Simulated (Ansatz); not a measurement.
# OF3, all-electron reference calculation

This is model OF3 in a small cell holding one bonded unit, strained and with atoms displaced.

PBE on LAPW, all electrons: scalar-relativistic, point nuclei (Ansatz). Occupations are Fermi–Dirac at 0.15 eV on a coarse k-mesh, 2×2×2 (half-step shift); the results hold for that mesh. For a metal, stress, forces and moments on so few k-points can be far from the converged ones. No spin polarisation. The cell's electron count is odd, so a run with spin could end lower. Atoms are numbered as listed.

Lattice vectors (Å):
```
-0.0189  2.6408  2.7012
 2.5293  0.0229  2.6593
 2.6229  2.6925 -0.0707
```

| atom | x | y | z (fractional) |
| --- | --- | --- | --- |
| O1 | 0.8800 | 0.0595 | 0.9197 |
| F2 | 0.0847 | 0.9138 | 0.5119 |
| F3 | 0.7472 | 0.6710 | 0.2771 |
| F4 | 0.2884 | 0.0830 | 0.8994 |

Forces (eV/Å): O1 (-1.849, -0.243, -0.107); F2 (2.741, 0.128, -1.449); F3 (-0.151, 1.447, 0.068); F4 (-0.741, -1.333, 1.488).

Stress tensor (GPa, compression positive):
```
 23.51   2.90 -10.24
  2.90  38.69   3.81
-10.24   3.81  37.86
```

| Item | Value |
| --- | --- |
| All-electron free energy E − TS (its zero hangs on the relativistic scheme and nucleus) | -10190.785 eV |
| Pressure | 33.35 GPa |
| Largest force | 3.104 eV/Å |

Question: What does PBE (spin-polarised) give for this geometry? Collinear spin, started from moments of 2, 0, 1, 1 μB in the order of the atoms; one start, so the state needn't be the lowest.

Answer: Relative to PBE without spin, the pressure increases by 0.23 GPa to 33.58 GPa, and the forces move by 0.409 eV/Å (r.m.s. over the atoms). The free energy goes down by 27.6 meV an atom. The total moment is 0.97 μB and the absolute moment is 1.04 μB.

```tsv
atom	Fx (eV/Å)	Fy (eV/Å)	Fz (eV/Å)
O1	-1.917	-0.153	-0.601
F2	3.016	0.160	-1.532
F3	-0.343	1.145	0.393
F4	-0.757	-1.151	1.740
```
